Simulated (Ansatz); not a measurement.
TaN (rock salt)

```xyz
4
Lattice="0.0000 4.4170 4.4170 2.2085 0.0000 2.2085 2.2085 2.2085 0.0000" Properties=species:S:1:pos:R:3 pbc="T T T"
N      0.0000     0.0000     0.0000
N      0.0000     2.2085     2.2085
Ta     2.2085     2.2085     2.2085
Ta     2.2085     4.4170     4.4170
```

Scan: atom 3 (Ta, nearest neighbour N at 2.209 Å; its periodic images, 3.1 Å or more away, move with it) is displaced along Cartesian x, direction (1.000, 0.000, 0.000) in Cartesian axes, by s. The other atoms stay.

Level of theory: PBE (plane waves to 420 eV, PAW, scalar-relativistic; Ansatz, an electronic-structure program). k mesh 15×15×15 (Γ-centred), Fermi-Dirac smearing 0.05 eV. The energy includes the smearing's −TS. Left out: 2 of 11 points, with atoms too close for the PAW data. With partly filled bands, energies and forces of such displacements shift with the k mesh and the smearing. Spin-orbit coupling is left out, though Ta is heavy. TaN is run without spin polarisation. TaN was relaxed with its symmetry unable to fall. This is a high-temperature form of TaN. The zero of ΔE is the undisplaced structure. The last digit holds for this mesh only.

```
s (Å)   ΔE (meV/cell)
------  -------------
-0.352       withheld
-0.264          308.1
-0.176          122.9
-0.088           29.0
0.000             0.0
0.088            29.0
0.176           122.9
0.264           308.1
0.352        withheld
```

**Question.** Fit an even polynomial form (powers 2, 4, 6) to the given rows and predict ΔE at s = 0.352.

**Answer.** Least squares on the 7 given rows: ΔE = (3679)·s² + (8268)·s⁴ + (34090)·s⁶, in meV/cell with s in Å; root-mean-square residual 0.01 meV/cell. At 0.352 the fit gives 647.6 meV/cell; the calculation gives 637.3 meV/cell, so the extrapolation is off by 10.3 (+1.6 %). The quadratic term alone would give 455.8 meV/cell.

(A displaced cell: forces are minus the slopes of the energy, force constants its curvatures, and phonons follow from these.)
